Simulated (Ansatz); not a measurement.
## Property card for Sc3NbO2

The calculation used DFT PBE, scalar-relativistic, plane waves, PAW in Ansatz 0.2.0.

Settings: cutoff 420 eV, Γ-centred mesh 12×12×4 on the computed 6-atom cell, Gaussian smearing of 0.10 eV; no spin polarisation.

The structure is relaxed at this level of theory with its symmetry kept, and needn't be the ground state of this composition.

Space group P-3m1 (No. 164), trigonal, a = 3.139 Å, c = 10.176 Å. Sc on a site of symmetry 3m has 3 O at 2.29 Å, 3 Nb at 3.03 Å and 9 Sc at 3.14–3.21 Å; around Sc on a site of symmetry -3m lie 6 O at 2.20 Å and 12 Sc at 3.14–3.21 Å; around Nb lie 6 Sc at 3.03 Å and 6 Nb at 3.14 Å; O is surrounded by 6 Sc at 2.20–2.29 Å.

* Volume per atom: 14.47 Å³
* Formation energy from the elements' standard states (uncorrected): -1.907 eV/atom
* Kohn–Sham band gap: none (metal)
* Density of states at the Fermi level: 4.5 states/eV per cell
* Orbital (Löwdin) character within 0.5 eV of the Fermi level: Sc 3d 56 %, Nb 4d 30 %, unprojected 5 %
* Bulk modulus: 133 GPa
* Its pressure derivative: 4.0
* Bader charge by site (e): Sc (2 in the cell) 1.25, Sc (1 in the cell) 1.67, Nb (1 in the cell) -1.15, O (2 in the cell) -1.51

Spin polarisation was left out, and a magnetic state may lie lower.

The cell was found from a structure generator's guess, not taken from experiment. Löwdin shares on free-atom orbitals overweight diffuse shells.
